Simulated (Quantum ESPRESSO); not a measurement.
## Band energies of BaCu2S2

```xyz
5
Lattice="-1.9510 1.9510 6.3251 1.9510 -1.9510 6.3251 1.9510 1.9510 -6.3251" Properties=species:S:1:pos:R:3 pbc="T T T"
S      0.0000     0.0000     8.1088
S      0.0000     0.0000     4.5413
Cu     0.0000     1.9510     3.1625
Cu     1.9510     0.0000     3.1625
Ba     0.0000     0.0000     0.0000
```

PBEsol (Quantum ESPRESSO, PseudoDojo norm-conserving, 92 Ry, scalar-relativistic); path ΓXYSΓZS1NPY1Z,XP; energies in eV from the valence-band maximum.

```
k (1/Å)  point  band 26  band 27  band 28  band 29  band 30  band 31  band 32  band 33
-------  -----  -------  -------  -------  -------  -------  -------  -------  -------
0.00         Γ    -1.55    -1.23    -0.06     0.00     0.00     0.44     1.26     3.13
0.38              -1.83    -1.13    -0.66    -0.64    -0.22     1.94     2.28     3.63
0.76              -1.92    -1.27    -1.11    -1.03    -0.81     2.15     3.14     3.51
1.14         X    -1.88    -1.88    -1.75    -1.12    -1.06     2.16     3.32     4.37
1.14         Y    -1.89    -1.83    -1.74    -1.09    -1.06     2.27     3.43     4.32
1.38              -1.95    -1.56    -1.54    -0.96    -0.91     2.56     3.57     3.76
1.87         S    -2.08    -1.00    -0.80    -0.47    -0.33     1.17     2.02     3.37
2.22              -1.98    -1.12    -0.81    -0.49    -0.33     1.85     2.72     3.69
2.57              -1.61    -1.17    -0.46    -0.09    -0.08     0.84     1.76     3.26
2.75         Γ    -1.55    -1.23    -0.06     0.00     0.00     0.44     1.26     3.13
3.00              -1.50    -1.23    -0.86    -0.04    -0.04     0.54     1.88     2.70
3.25         Z    -1.44    -1.44    -1.23    -0.09    -0.09     0.63     1.94     3.20
3.43              -1.56    -1.38    -1.13    -0.21    -0.09     0.89     2.20     2.94
3.79              -1.98    -0.95    -0.89    -0.47    -0.17     1.08     2.04     2.90
3.97        S1    -2.08    -1.00    -0.80    -0.47    -0.33     1.17     2.02     3.37
3.97         N    -2.13    -0.80    -0.78    -0.77    -0.41     1.37     2.35     3.43
4.30              -2.04    -1.34    -1.21    -0.76    -0.71     2.26     2.82     3.57
4.62              -1.93    -1.75    -1.70    -1.05    -1.04     2.81     2.85     3.76
4.78         P    -1.88    -1.87    -1.87    -1.08    -1.08     2.84     2.99     3.73
4.78        Y1    -1.89    -1.83    -1.74    -1.09    -1.06     2.27     3.43     4.32
5.01              -1.91    -1.57    -1.55    -1.05    -0.87     2.69     3.85     4.16
5.24              -1.92    -1.21    -1.17    -1.05    -0.46     2.12     2.84     3.68
5.47              -1.78    -1.17    -1.08    -0.63    -0.07     1.58     2.11     2.93
5.70              -1.51    -1.41    -1.19    -0.16    -0.06     0.75     2.04     3.12
5.81         Z    -1.44    -1.44    -1.23    -0.09    -0.09     0.63     1.94     3.20
5.81         X    -1.88    -1.88    -1.75    -1.12    -1.06     2.16     3.32     4.37
6.06         P    -1.88    -1.87    -1.87    -1.08    -1.08     2.84     2.99     3.73
```

The PBEsol gap is direct, 0.44 eV at Γ.

The filled Cu 3d shell has no Hubbard U; semilocal functionals place it too high.

Geometry of the Materials Project entry, not relaxed at this level.

The structure is a Materials Project entry; no match was found in the copy of COD used, and its stability was not checked.
